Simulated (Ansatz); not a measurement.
GaAs (zinc blende, F-43m), plane-wave PAW r²SCAN (Ansatz code): ε∞ = 11.6, cell volume 45.49 Å³. Infrared-active transverse modes:

```tsv
ω_TO (cm⁻¹)	oscillator strength S_xx (e²/amu)
265.2	0.1275
```

Task: Compute the static dielectric constant.

Result: Each mode adds (4.921e7/V) S/ω²: 1.96. So ε0 = 13.6.

Task: What LO frequency does the Lyddane–Sachs–Teller relation give?

Result: ω_LO = ω_TO √(ε0/ε∞) = 287 cm⁻¹.

The r²SCAN relaxation kept the symmetry of its start; phonons on a q-mesh show no instability. Spin–orbit coupling is left out wherever it is not named.

Potentials: the later of the program's two PAW sets.
